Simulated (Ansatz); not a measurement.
Relaxation of a relaxed Si cell, doubled along one cell vector, shaken by Gaussian noise of σ = 0.08 Å a coordinate; 4 atoms in the cell, which starts as P1 (No. 1), aP4; a = 3.842 Å, b = 3.842 Å, c = 6.655 Å, α = 73.22°, β = 73.22°, γ = 60.00°. These are PBEsol (plane waves to 420 eV, PAW, scalar-relativistic; Ansatz, a first-principles code) values and carry that method's errors. Γ-centred k-mesh 7×7×4 on the run's cell (coarser than for final values), Fermi–Dirac smearing 0.05 eV. This is the first round of the run. 

The optimiser's lines from the output (shortened; P is positive under compression):

```
relax step   1: F+E_penalty+E_count = -2485.62151717 eV  Δ(F+E_penalty+E_count) = +0.000e0 eV  max|allowed force component| = 1.887e0 eV/Å  Δτ_max = 0.0000 Å  P = +1.038 GPa  Ω = 80.207 Å³  (8 SCF iters, dr2 threshold 1.00e-7 eV, accepted)
relax step   2: F+E_penalty+E_count = -2485.93866987 eV  Δ(F+E_penalty+E_count) = -3.172e-1 eV  max|allowed force component| = 4.799e-1 eV/Å  Δτ_max = 0.0962 Å  P = +0.785 GPa  Ω = 79.617 Å³  (7 SCF iters, dr2 threshold 4.00e-7 eV, accepted)
relax step   3: F+E_penalty+E_count = -2485.96039054 eV  Δ(F+E_penalty+E_count) = -2.172e-2 eV  max|allowed force component| = 3.551e-2 eV/Å  Δτ_max = 0.0309 Å  P = -0.049 GPa  Ω = 80.246 Å³  (6 SCF iters, dr2 threshold 4.00e-7 eV, accepted)
relax step   4: F+E_penalty+E_count = -2485.96541398 eV  Δ(F+E_penalty+E_count) = -5.023e-3 eV  max|allowed force component| = 2.387e-3 eV/Å  Δτ_max = 0.0130 Å  P = +0.008 GPa  Ω = 80.202 Å³  (5 SCF iters, dr2 threshold 4.00e-7 eV, accepted)
relax step   5: F+E_penalty+E_count = -2485.96541761 eV  Δ(F+E_penalty+E_count) = -3.628e-6 eV  max|allowed force component| = 1.839e-4 eV/Å  Δτ_max = 0.0010 Å  P = +0.000 GPa  Ω = 80.209 Å³  (5 SCF iters, dr2 threshold 1.39e-9 eV, accepted)
relax step   6: F+E_penalty+E_count = -2485.96541742 eV  Δ(F+E_penalty+E_count) = +1.878e-7 eV  max|allowed force component| = 1.823e-4 eV/Å  Δτ_max = 0.0000 Å  P = -0.000 GPa  Ω = 80.209 Å³  stress off target by 5.92e-4 GPa  SCF on the basis re-selected at this cell (its energy is not comparable with the rows above)  (5 SCF iters)
```

From the first to the last row the energy changes by -0.09 eV/atom and the volume by 0.0 %. The last row is marked as not comparable with the walk above it, whose basis was carried along; it does compare with step 1, since both stand on a basis selected at the nominal cutoff for their own cell.

Later rounds, restarted from the end of this one on a renewed k-mesh, logged 2 more steps and released under 0.01 eV/atom more. The final structure after all rounds: Fd-3m, origin choice 1 (No. 227), cF8, diamond type; a = b = c = 5.4336 Å, α = β = γ = 90.00°. No spin polarisation in the result.
